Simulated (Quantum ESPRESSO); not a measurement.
## Si7C (input and log of a self-consistent run)

Computed values, not a measurement. The program is pw.x of Quantum ESPRESSO 7.5 (plane-wave density functional theory). The cell is made up: 8 atoms on a zincblende/diamond lattice, with randomly drawn elements, strain and displacements, not relaxed. PseudoDojo standard norm-conserving files (v0.5 for PBE, v0.4.1 for LDA and PBEsol) set the functional; there is no spin polarisation, spin-orbit coupling or dispersion term, and the masses in the input are unused placeholders.

Input:

```
&control calculation='scf', pseudo_dir='./dojo.nc.sr.pbe.v0_5.standard.upf', outdir='./o', disk_io='low', tprnfor=.true., tstress=.true. /
&system ibrav=0, nat=8, ntyp=2, nbnd=26, ecutwfc=82.02448710, nosym=.true., tot_charge=0,
 occupations='smearing', smearing='fd', degauss=0.0073498644
/
&electrons conv_thr=7.350e-09, electron_maxstep=60, /
ATOMIC_SPECIES
C 1.0 C.upf
Si 1.0 Si.upf
CELL_PARAMETERS angstrom
5.5117 0.0 0.0
0.0 5.5117 0.0
0.0 0.0 5.5117
ATOMIC_POSITIONS angstrom
Si -0.02 -0.038 0.045
Si -0.1055 2.7841 2.7944
Si 2.7502 0.0088 2.7576
Si 2.7914 2.7883 -0.0653
Si 1.4443 1.3438 1.3191
Si 1.3956 4.1441 4.1598
C 4.2535 1.4308 4.1465
Si 4.0408 4.0605 1.4189
K_POINTS automatic
6 6 6 1 1 1
```

The log is shortened where brackets say so; the opening notice, blank lines, dates and the lines on written files are dropped, and the path of the files is cut. It prints rydbergs, bohrs and kilobars, and counts compression as positive stress.

```
     Program PWSCF v.7.5
     Parallel version (MPI & OpenMP), running on       4 processor cores
     Number of MPI processes:                 4
     Threads/MPI process:                     1
     [start-up lines left out]
     bravais-lattice index     =            0
     lattice parameter (alat)  =      10.4156  a.u.
     unit-cell volume          =    1129.9346 (a.u.)^3
     number of atoms/cell      =            8
     number of atomic types    =            2
     number of electrons       =        32.00
     number of Kohn-Sham states=           26
     kinetic-energy cutoff     =      82.0245  Ry
     charge density cutoff     =     328.0979  Ry
     scf convergence threshold =      7.3E-09
     mixing beta               =       0.7000
     number of iterations used =            8  plain     mixing
     Exchange-correlation= PBE
                           (   1   4   3   4   0   0   0)
     [axes and pseudopotential details left out]
   Cartesian axes
     site n.     atom                  positions (alat units)
         1        Si     tau(   1) = (  -0.0036286  -0.0068944   0.0081645  )
         2        Si     tau(   2) = (  -0.0191411   0.5051255   0.5069942  )
         3        Si     tau(   3) = (   0.4989749   0.0015966   0.5003175  )
         4        Si     tau(   4) = (   0.5064499   0.5058875  -0.0118475  )
         5        Si     tau(   5) = (   0.2620426   0.2438086   0.2393272  )
         6        Si     tau(   6) = (   0.2532068   0.7518733   0.7547218  )
         7        C      tau(   7) = (   0.7717220   0.2595932   0.7523087  )
         8        Si     tau(   8) = (   0.7331313   0.7367056   0.2574342  )
     number of k points=   108  Fermi-Dirac smearing, width (Ry)=  0.0073
     Number of k-points >= 100: set verbosity='high' to print them.
     Dense  grid:   113369 G-vectors     FFT dimensions: (  64,  64,  64)
     Estimated max dynamical RAM per process >     280.62 MB
     Estimated total dynamical RAM >       1.02 GB
     Initial potential from superposition of free atoms
     starting charge      31.9957, renormalised to      32.0000
     Starting wfcs are   32 randomized atomic wfcs
     total cpu time spent up to now is        5.7 secs
     per-process dynamical memory:   237.7 Mb
     Self-consistent Calculation
     iteration #  1     ecut=    82.02 Ry     beta= 0.70
     Davidson diagonalization with overlap
     ethr =  1.00E-02,  avg # of iterations =  3.5
     total cpu time spent up to now is       20.1 secs
     total energy              =     -70.88119842 Ry
     estimated scf accuracy    <       0.35574186 Ry
     iteration #  2     ecut=    82.02 Ry     beta= 0.70
     Davidson diagonalization with overlap
     ethr =  1.11E-03,  avg # of iterations =  4.7
     total cpu time spent up to now is       33.0 secs
     total energy              =     -70.83061423 Ry
     estimated scf accuracy    <       0.93618767 Ry
     iteration #  3     ecut=    82.02 Ry     beta= 0.70
     Davidson diagonalization with overlap
     ethr =  1.11E-03,  avg # of iterations =  2.1
     total cpu time spent up to now is       44.0 secs
     total energy              =     -70.99858655 Ry
     estimated scf accuracy    <       0.02534417 Ry
     iteration #  4     ecut=    82.02 Ry     beta= 0.70
     Davidson diagonalization with overlap
     ethr =  7.92E-05,  avg # of iterations =  6.7
     total cpu time spent up to now is       59.3 secs
     total energy              =     -71.00476268 Ry
     estimated scf accuracy    <       0.00540247 Ry
     iteration #  5     ecut=    82.02 Ry     beta= 0.70
     Davidson diagonalization with overlap
     ethr =  1.69E-05,  avg # of iterations =  6.0
     total cpu time spent up to now is       73.2 secs
     total energy              =     -71.00533568 Ry
     estimated scf accuracy    <       0.00089905 Ry
     iteration #  6     ecut=    82.02 Ry     beta= 0.70
     Davidson diagonalization with overlap
     ethr =  2.81E-06,  avg # of iterations =  5.9
     total cpu time spent up to now is       86.7 secs
     total energy              =     -71.00543231 Ry
     estimated scf accuracy    <       0.00009859 Ry
     iteration #  7     ecut=    82.02 Ry     beta= 0.70
     Davidson diagonalization with overlap
     ethr =  3.08E-07,  avg # of iterations =  2.1
     total cpu time spent up to now is       97.5 secs
     total energy              =     -71.00545920 Ry
     estimated scf accuracy    <       0.00000541 Ry
     iteration #  8     ecut=    82.02 Ry     beta= 0.70
     Davidson diagonalization with overlap
     ethr =  1.69E-08,  avg # of iterations =  2.8
     total cpu time spent up to now is      108.7 secs
     total energy              =     -71.00545970 Ry
     estimated scf accuracy    <       0.00000191 Ry
     iteration #  9     ecut=    82.02 Ry     beta= 0.70
     Davidson diagonalization with overlap
     ethr =  5.96E-09,  avg # of iterations =  1.3
     total cpu time spent up to now is      118.1 secs
     total energy              =     -71.00545990 Ry
     estimated scf accuracy    <       0.00000009 Ry
     iteration # 10     ecut=    82.02 Ry     beta= 0.70
     Davidson diagonalization with overlap
     ethr =  2.68E-10,  avg # of iterations =  4.0
     total cpu time spent up to now is      130.9 secs
     total energy              =     -71.00545995 Ry
     estimated scf accuracy    <       0.00000001 Ry
     iteration # 11     ecut=    82.02 Ry     beta= 0.70
     Davidson diagonalization with overlap
     ethr =  3.18E-11,  avg # of iterations =  2.0
     total cpu time spent up to now is      141.3 secs
     End of self-consistent calculation
     Number of k-points >= 100: set verbosity='high' to print the bands.
     the Fermi energy is     5.1019 ev
!    total energy              =     -71.00545995 Ry
     estimated scf accuracy    <          1.1E-09 Ry
     smearing contrib. (-TS)   =      -0.00131896 Ry
     internal energy E=F+TS    =     -71.00414099 Ry
     The total energy is F=E-TS. E is the sum of the following terms:
     one-electron contribution =      13.76528166 Ry
     hartree contribution      =       6.45883214 Ry
     xc contribution           =     -25.12079265 Ry
     ewald contribution        =     -66.10746214 Ry
     convergence has been achieved in  11 iterations
     Forces acting on atoms (cartesian axes, Ry/au):
     atom    1 type  2   force =    -0.03221514    0.04513590   -0.04010006
     atom    2 type  2   force =     0.01605251   -0.08130492    0.04515226
     atom    3 type  2   force =     0.04002018    0.04132983    0.04422781
     atom    4 type  2   force =     0.03623844   -0.07835538   -0.03318416
     atom    5 type  2   force =    -0.03107468    0.02935127    0.01717780
     atom    6 type  2   force =    -0.02525746    0.00666731   -0.01931093
     atom    7 type  1   force =    -0.02053647    0.00153035   -0.00348121
     atom    8 type  2   force =     0.01677261    0.03564565   -0.01048152
     Total force =     0.180791     Total SCF correction =     0.000021
     Computing stress (Cartesian axis) and pressure
          total   stress  (Ry/bohr**3)                   (kbar)     P=      -93.71
  -0.00062533  -0.00002751   0.00011788          -91.99       -4.05       17.34
  -0.00002751  -0.00065944   0.00002923           -4.05      -97.01        4.30
   0.00011788   0.00002923  -0.00062634           17.34        4.30      -92.14
     init_run     :      5.50s CPU      5.68s WALL (       1 calls)
     electrons    :    135.20s CPU    135.58s WALL (       1 calls)
     forces       :      1.84s CPU      1.86s WALL (       1 calls)
     stress       :      6.48s CPU      6.48s WALL (       1 calls)
     [timing details left out]
     PWSCF        :   2m29.11s CPU   2m29.78s WALL
     JOB DONE.
```

In other units: free energy -966.078 eV for the cell, pressure -9.37 GPa, largest force component 2.090 eV/Å. A rerun of a related cell, with the same atoms placed differently, at 1347 eV and a 8 x 8 x 8 mesh moved values by no more than 0.003 eV in energy, 0.02 GPa in stress and 0.002 eV/Å in force.